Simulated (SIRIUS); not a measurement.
Consider a self-consistent single point of SrTiO3 (Pm-3m, 5 atoms in the cell; from Materials Project mp-5229, changed as shown).

```
CELL_PARAMETERS angstrom
      3.98944     0.00000     0.00000
      0.00000     3.98944     0.00000
      0.00000     0.00000     3.98944
ATOMIC_POSITIONS crystal
  Sr 0.00000 0.00000 0.00000
  Ti 0.50000 0.50000 0.50000
  O  0.50000 0.00000 0.50000
  O  0.00000 0.50000 0.50000
  O  0.50000 0.50000 0.00000
```

All values come from this method and carry its errors: PBE, GBRV PBE ultrasoft pseudopotentials (plane waves; SIRIUS).

SIRIUS settings:

```
setting                                                               value
--------------------------------------  -----------------------------------
parameters.ngridk                                                     9 9 9
parameters.xc_functionals                      [XC_GGA_X_PBE, XC_GGA_C_PBE]
parameters.gk_cutoff                                           6.325 1/bohr
parameters.pw_cutoff                                          14.143 1/bohr
parameters.smearing                                                gaussian
parameters.smearing_width                                     0.00183747 Ha
potentials                              GBRV PBE ultrasoft pseudopotentials
parameters.electronic_structure_method                      pseudopotential
parameters.num_bands                                                     24
parameters.num_mag_dims                                                   0
parameters.num_dft_iter                                                 100
parameters.energy_tol                                              1e-07 Ha
parameters.density_tol                                                1e-06
mixer.type                                                         anderson
mixer.beta                                                              0.5
mixer.use_hartree                                                      true
```

Results:

```
Quantity                                                 Result
------------------------------------------------  -------------
Number of valence electrons                                  40
Number of bands                                              24
Number of k-points after the program's reduction             35
Number of plane waves (most at a k-point)                  1849
Number of SCF iterations                                     13
FFT grid                                           36 × 36 × 36
Free energy E − TS                                -3904.9835 eV
Pressure                                              -6.03 GPa
```

Stress (GPa, positive for compression):
```
-6.03   0.00   0.00
 0.00  -6.03   0.00
 0.00   0.00  -6.03
```

For comparison: a first run was changed to give this one (volume scaled by 1.06), and from it to this one the free energy goes up by 6.6 meV/atom and the pressure goes from 3.48 to -6.03 GPa.

The structure comes from a collection of computed structures, made at another level of theory; the collection holds predicted forms beside known ones.

Cost on one core: around 50 core-seconds (rough).
